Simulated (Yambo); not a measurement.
Yambo run on AgCl (rock salt, space group Fm-3m, No. 225). The wavefunctions are PBEsol (pw.x of Quantum ESPRESSO, ONCV potentials, with spin-orbit coupling) ones on a 4×4×4 mesh (26 occupied bands); a = 3.8520 Å, b = 3.8520 Å, c = 3.8520 Å, α = 60.00°, β = 60.00°, γ = 60.00°.

Yambo input:

```
rim_cut
gw0
dyson
el_el_corr
HF_and_locXC
ppa
em1d
RandQpts= 1000000
RandGvec= 1 Ry
EXXRLvcs= 82 Ry
VXCRLvcs= 328 Ry
Chimod= "HARTREE"
% BndsRnXp
 9 | 200 |
%
NGsBlkXp= 10 Ry
% LongDrXp
 1.0 | 1.0 | 1.0 |
%
PPAPntXp= 40 eV
% GbndRnge
 1 | 200 |
%
GTermKind= "BG"
DysSolver= "n"
ExtendOut
% QPkrange
 1 | 1 | 26 | 27 |
 3 | 3 | 26 | 26 |
%
```

k points by index: 1 = Γ, 3 = L.

The o-*.qp file then holds:

```
#    K-point    Band    Eo [eV]    E [eV]    E-Eo [eV]    Vxc [eV]    Vnlxc [eV]    Sc|Eo [eV]    Sc|E [eV]    dSc/dw|Eo [eV]    Re(Z)    Im(Z)
#
    1    26    -2.516782    -3.900526    -1.383744    -23.07815    -29.94859    5.130593    5.486695    -7.001421    0.795352    -0.002013
    1    27    0.685576    1.049132    0.363556    -11.37658    -6.981568    -3.960400    -4.031455    -5.317317    0.836534    -0.908424E-3
    3    26    0.000000    -1.180443    -1.180443    -21.56327    -26.59653    3.571715    3.852816    -6.479379    0.807680    -0.001031
```
(The two width columns are left out.) Convergence of these settings isn't established.

Geometry relaxed with PBEsol.
